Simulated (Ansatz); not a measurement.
Problem. Each is relaxed and computed with DFT-r²SCAN in the program Ansatz with PAW potentials. Which is the only metal?
A. Zr2SiB2, P-6m2 (Zr on 2h, Si on 1a, B on 1b, B on 1f)
B. SiO2, R32 (Si on 9e, O on 9e, O on 9d)
C. SiBCN, R3m (B on 3a, N on 3a, Si on 3a, C on 3a)
D. SiB12C2, R-3m (B on 18h, B on 18h, C on 6c, Si on 3b)

Solution. A, Zr2SiB2, P-6m2 (Zr on 2h, Si on 1a, B on 1b, B on 1f). Zr2SiB2: metal; SiB12C2: gap 1.87 eV (indirect); SiBCN: gap 0.64 eV (indirect); SiO2: gap 6.35 eV. Typed or built starts, not in the databases checked: Zr2SiB2, P-6m2 (Zr on 2h, Si on 1a, B on 1b, B on 1f); SiB12C2, R-3m (B on 18h, B on 18h, C on 6c, Si on 3b); SiBCN, R3m (B on 3a, N on 3a, Si on 3a, C on 3a). Not the usual ambient phase: SiO2, R32 (Si on 9e, O on 9e, O on 9d). All cells were relaxed under the symmetry of their starts (and spin orders); stability against distortions was not tested throughout. Named crystals with no word on spin ran without spin polarisation. Spin–orbit coupling is left out wherever it is not named.

Potentials: the earlier of the program's two PAW sets. The files were generated under PBE; for other functionals the program regenerates the frozen cores, and for LDA and PBEsol the local potential too.
